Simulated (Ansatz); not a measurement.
ZnCu$_{2}$O$_{4}$ in space group I4_1/amd (No. 141; Zn on 4a, Cu on 8d, O on 16h), LDA in the plane-wave PAW code Ansatz, all energies at zero smearing, with the estimated change up to a 700 eV cutoff added, with one set of potentials and settings (totals compare only within such a set). Cell of 14 atoms (2 Zn, 4 Cu, 8 O): -37147.788 eV.

| element | reference phase | E (eV/atom) |
|---|---|---|
| Zn | P6_3/mmc, 2 atoms in the cell | -3246.2618 |
| Cu | Fm-3m, 1 atoms in the cell | -6555.7242 |
| O | C2/m, 4 atoms in the cell, spin-polarised | -552.6518 |

Formation energy per atom, worked out: (-37147.788 − 2×(-3246.2618) − 4×(-6555.7242) − 8×(-552.6518))/14 = -0.797 eV/atom (-77 kJ per mol of atoms), at 0 K, without zero-point energy or fitted corrections.

The first step of the workflow began from a Materials Project structure, measured or hypothetical; the Crystallography Open Database copy checked does not list it. Whether it is the stable phase at ambient conditions was not checked. The cell was relaxed with LDA under the symmetry of its start; of distortions, only those at the zone centre were tested. No spin polarisation was allowed. No Hubbard U is applied. The references are the lowest solids computed at this level, not always the standard phases (solids in place of the gases).

Potentials: the later of the program's two PAW sets.
